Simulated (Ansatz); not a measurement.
CuI:
```xyz
2
Lattice="3.6660 0.0000 0.0000 0.0000 3.6660 0.0000 0.0000 0.0000 3.6660" Properties=species:S:1:pos:R:3 pbc="T T T"
Cu     0.0000     0.0000     0.0000
I      1.8330     1.8330     1.8330
```

Relaxed with r²SCAN. Special points in fractions of this cell's reciprocal vectors: Γ (0.000, 0.000, 0.000); X (0.000, 0.500, 0.000); M (0.500, 0.500, 0.000); R (0.500, 0.500, 0.500).

**Question.** List the band energies nearest the Fermi level at these points for the program Ansatz at the r²SCAN level (PAW).

**Answer.** In eV from the Fermi level; about four levels below and three above (degenerate sets whole), none deeper than 8.9 eV; points with the same levels are listed once.

| k | below | above |
|---|---|---|
| Γ | -1.65 -1.65 -1.65 -1.56 -1.56 -1.56 | 0.15 5.96 5.96 |
| X | -1.54 -1.40 -0.01 -0.01 | 4.07 4.35 6.78 6.78 |
| M | -1.57 -1.41 -0.33 -0.10 | 7.86 7.86 8.28 |
| R | -1.40 -1.40 -0.75 -0.75 -0.75 | 2.20 2.20 2.20 |

Space group Pm-3m (CsCl type). The start of the workflow was typed in or built on a structure type; neither database checked (COD, Materials Project) lists it. It is not the phase usual at ambient conditions (space group No. 216). The r²SCAN relaxation kept the symmetry of its start. At this level the phase is mechanically unstable. The workflow began spin-polarised and lost its moments. Its formation energy is positive at this level, so the cell may be metastable or incomplete. Scalar-relativistic: spin–orbit coupling is off unless named, which matters more the heavier the elements.

Potentials: the earlier of the program's two PAW sets.
